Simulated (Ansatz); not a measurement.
# One relaxed cell of KBiP2Se6 at several levels

A database entry relaxed whole under r2SCAN at zero pressure (P2_1, No. 4):

```yaml
crystal:
  lattice:
    - [7.01874, 0.00000, -0.01127]
    - [0.00000, 7.83609, 0.00000]
    - [-0.29005, 0.00000, 10.32924]
  atoms:
    - { symbol: K, position: [0.30428, 0.46024, 0.49902] }
    - { symbol: K, position: [0.69572, 0.96024, 0.50098] }
    - { symbol: Bi, position: [0.79765, 0.70375, 0.98392] }
    - { symbol: Bi, position: [0.20235, 0.20375, 0.01608] }
    - { symbol: P, position: [0.79681, 0.47035, 0.70024] }
    - { symbol: P, position: [0.20319, 0.97035, 0.29976] }
    - { symbol: P, position: [0.69119, 0.25359, 0.82409] }
    - { symbol: P, position: [0.30881, 0.75359, 0.17591] }
    - { symbol: Se, position: [0.91988, 0.05941, 0.82476] }
    - { symbol: Se, position: [0.08012, 0.55941, 0.17524] }
    - { symbol: Se, position: [0.58482, 0.67027, 0.72891] }
    - { symbol: Se, position: [0.41518, 0.17027, 0.27109] }
    - { symbol: Se, position: [0.65115, 0.37078, 0.01880] }
    - { symbol: Se, position: [0.34885, 0.87078, 0.98120] }
    - { symbol: Se, position: [0.05710, 0.55537, 0.81056] }
    - { symbol: Se, position: [0.94290, 0.05537, 0.18944] }
    - { symbol: Se, position: [0.82993, 0.38212, 0.50770] }
    - { symbol: Se, position: [0.17007, 0.88212, 0.49230] }
    - { symbol: Se, position: [0.42475, 0.16060, 0.74044] }
    - { symbol: Se, position: [0.57525, 0.66060, 0.25956] }
```

Its volume is 28.40 Å³ an atom, +4.7 % against the entry's 27.13, a cell as deposited in COD (2000).

Single points on this cell with plane-wave PAW DFT (Ansatz 0.2.0; r2SCAN 500 eV, hybrids 420 eV; fermi-dirac occupations of width 0.020 eV; no moments): r2SCAN on a 4×4×4 Γ-centred mesh; r2SCAN with spin-orbit coupling on a 2×2×2 Γ-centred mesh; PBE0 on a 4×2×2 Γ-centred mesh.

**Question.** What does each level give for gap and charges?

**Answer.** The runs give:

| level | gap (eV), or kind | pressure (GPa) | Bader charge of K (e) | Bader charge of Bi (e) | Bader charge of P (e) | Bader charge of Se (e) |
| --- | --- | --- | --- | --- | --- | --- |
| r2SCAN | 2.12 | 0.0 | +0.84 | +1.21 | +0.42 | -0.48 |
| r2SCAN with spin-orbit coupling | 1.49 | 0.2 | +0.84 | +1.13 | +0.42 | -0.47 |
| PBE0 | its mesh misses the band edges | -0.4 | +0.84 | +1.26 | +0.39 | -0.48 |

Under r2SCAN the gap is 2.12 eV, over mesh and band path. Spin-orbit coupling moves the r2SCAN gap by -0.63 eV.

Caveats: the relaxation kept the start's symmetry; the relaxed cell lies far from the entry, by an error of the functional or of the entry; hybrid pressures are good to a few tenths of a GPa; pressure is positive in compression.
